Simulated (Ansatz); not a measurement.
Pt:
```yaml
crystal:
  lattice:
    - [2.72687, 0.00000, 0.00000]
    - [-1.36344, 2.36154, 0.00000]
    - [0.00000, 0.00000, 4.69966]
  atoms:
    - { symbol: Pt, position: [0.66667, 0.33333, 0.75000] }
    - { symbol: Pt, position: [0.33333, 0.66667, 0.25000] }
```

Relaxed with PBEsol. Special points in fractions of this cell's reciprocal vectors: Γ (0.000, 0.000, 0.000); M (0.500, 0.000, 0.000); K (0.333, 0.333, 0.000); A (0.000, 0.000, 0.500); L (0.500, 0.000, 0.500); H (0.333, 0.333, 0.500).

Task: List the band energies nearest the Fermi level at these points for PBEsol in the plane-wave PAW code Ansatz.

Result: In eV from the Fermi level; about four levels below and three above (degenerate sets whole), none deeper than 8.9 eV; … stands for higher levels left out; points with the same levels are listed once.

```json
[
 {"k": "Γ", "below": "-1.97 -1.97 -0.93 -0.22 -0.22", "above": "5.04 …"},
 {"k": "M", "below": "-3.59 -3.40 -3.13 -2.87", "above": "0.05 0.32 0.54"},
 {"k": "K", "below": "-2.73 -0.78 -0.78 -0.70", "above": "4.47 4.47 5.91"},
 {"k": "A", "below": "-0.84 -0.84 -0.84 -0.84", "above": "…"},
 {"k": "L", "below": "-1.96 -1.96 -0.97 -0.97", "above": "0.45 0.45 1.66 1.66"},
 {"k": "H", "below": "-2.56 -2.56 -0.18 -0.18", "above": "6.72 6.72 …"}
]
```

Space group P6_3/mmc (hcp (Mg type)). The workflow started from a Materials Project entry (that database holds measured and hypothetical structures alike); the Crystallography Open Database copy checked does not list it. It is not the phase usual at ambient conditions (space group No. 225). Symmetry was held in the PBEsol relaxation; of distortions, only those at the zone centre were tested. The run is not spin-polarised. Spin–orbit coupling is left out wherever it is not named.

Potentials: the later of the program's two PAW sets.
